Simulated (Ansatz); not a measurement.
# ScSF (P-6m2) at 4 levels of theory

One geometry, relaxed with PBE+D3(BJ); plane waves with PAW potentials in Ansatz, scalar-relativistic. No spin polarisation. Gaps are the least over mesh and band path; pressure is positive in compression, and isn't given for hybrids.

```xyz
3
Lattice="3.6858 0.0000 0.0000 -1.8429 3.1920 0.0000 0.0000 0.0000 3.6107" Properties=species:S:1:pos:R:3 pbc="T T T"
Sc    1.8429    1.0640    1.8053
S     0.0000    2.1280    0.0000
F     0.0000    0.0000    1.8053
```

```
     level  cutoff (eV)  k mesh  gap (eV)  pressure (GPa)
PBE+D3(BJ)          420   9×9×8      1.09             0.0
    r2SCAN          500   9×9×8      1.48             1.6
     HSE06          420   6×6×6      2.16               -
       LDA          420   9×9×8      0.97            -5.7
```

It was reached by relaxing an invented guess, and it needn't be the stable form of this composition.
